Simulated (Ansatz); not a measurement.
## Fields on a plane of ZrO2 (polar-ZrO2 type, space group Pca2_1)

```yaml
crystal:
  lattice:
    - [5.28675, 0.00000, 0.00000]
    - [0.00000, 5.07266, 0.00000]
    - [0.00000, 0.00000, 5.09827]
  atoms:
    - { symbol: Zr, position: [0.03056, 0.26646, 0.24882] }
    - { symbol: Zr, position: [0.96944, 0.73354, 0.74882] }
    - { symbol: Zr, position: [0.53056, 0.73354, 0.24882] }
    - { symbol: Zr, position: [0.46944, 0.26646, 0.74882] }
    - { symbol: O, position: [0.36584, 0.06772, 0.10712] }
    - { symbol: O, position: [0.63416, 0.93228, 0.60712] }
    - { symbol: O, position: [0.86584, 0.93228, 0.10712] }
    - { symbol: O, position: [0.13416, 0.06772, 0.60712] }
    - { symbol: O, position: [0.22940, 0.53634, 0.00006] }
    - { symbol: O, position: [0.77060, 0.46366, 0.50006] }
    - { symbol: O, position: [0.72940, 0.46366, 0.00006] }
    - { symbol: O, position: [0.27060, 0.53634, 0.50006] }
```

The slice is a (100) plane (indices of the conventional cell) through the point (0.366, 0.068, 0.107) (fractional), spanned by u = [010] and v = [001] in vectors of this cell: u (5.07 Å) and v (5.10 Å, at 90° to u). It covers one period; positions are fractions (u, v).

Atoms on it: O at (0.00, 0.00). Other atoms lie within 1 Å of the plane.

These are r2SCAN (plane waves to 500 eV, PAW, scalar-relativistic; Ansatz, a program for electronic structure) values and carry that method's errors. k mesh 5×5×5. These are valence fields of a PAW run, semicore shells included where kept as valence: close to a nucleus they are smooth pseudo fields. ZrO2 is run without spin polarisation. ZrO2 was relaxed with its symmetry unable to fall.

```tsv
v \ u	0.00	0.12	0.25	0.38	0.50	0.62	0.75	0.88
0.88	0.2	-0.2	-0.7	-0.2	0.0	-0.6	-1.0	-0.3
0.75	-0.7	0.0	0.1	-0.4	-0.5	-1.0	-1.4	-1.1
0.62	-0.6	0.4	0.5	-0.4	-0.9	-1.3	-1.4	-1.1
0.50	-0.7	-0.2	-0.1	-0.1	0.0	-0.7	-1.2	-0.9
0.38	-1.0	-1.1	-0.7	0.1	0.4	-0.3	-1.1	-1.1
0.25	-0.9	-1.1	-1.1	-0.5	-0.2	-0.3	-0.6	-1.0
0.12	0.2	-0.3	-1.1	-1.0	-0.6	-0.1	-0.2	-0.2
0.00	0.9	0.2	-0.8	-0.5	-0.3	-0.5	-0.6	0.2
```

Values: log₁₀ of the valence density in e/Å³. The scale is logarithmic, as a density can span decades between atoms and voids.

```
|xxxxxx6777776xxxxx110000234xxxxx|
|xxxxxx666776xxxxxxx33223456xxxxx|
|xxxxx4445555xxxxxxx455556677xxxx|
|xxxxx2122344xxxxxxx666667788xxxx|
|xxx000000012xxxxxxx77777888987xx|
|3100000000002xxxxx78888888998875|
|300000x0000002456788888889998875|
|1000xxxxxx0001457788999999988764|
|000xxxxxxxx000357888999999988752|
|000xxxxxxxx000256788999999988641|
|00xxxxxxxxx000256789999999988641|
|00xxxxxxxxx000256889999999998641|
|000xxxxxxxx000257889999999998752|
|000xxxxxxxx000356889999999998763|
|1000xxxxxx0001xxx789999999999864|
|300000000000xxxxxxx8999999999875|
|52000000000xxxxxxxxx899999999986|
|64200000001xxxxxxxxx788888999987|
|76432111123xxxxxxxxx667777888988|
|87654333444xxxxxxxxx455556778888|
|87765555566xxxxxxxxx222334567888|
|887766666776xxxxxxx0000012356788|
|888877777777xxxxxxx0000000135778|
|88888777777765xxx000000000024678|
|88888877777766420000000000014678|
|78888887777765420000000000003567|
|xxx78888777765410000xxx0000034xx|
|xxxxx888777765410000xxx00000xxxx|
|xxxxx78887776542000000000000xxxx|
|xxxxxx788887764300000000000xxxxx|
|xxxxxx788887765310000000001xxxxx|
|xxxxxx788887765421000000012xxxxx|
```
Scale: ten equal steps from 3.00 (start of '0') to 11.92 (end of '9'), in the order '0123456789'. Values: electrostatic potential energy of an electron, from the cell's mean, in eV. The map has 32 points along u (one character each, u = 0 at the left) and 32 along v (v = 0 in the bottom row). Points within 0.9 Å of a nucleus are blanked (x), as the pseudised field means little there. Values under 3 eV are set to 3. The zero, the cell's mean, hangs on the PAW cores.
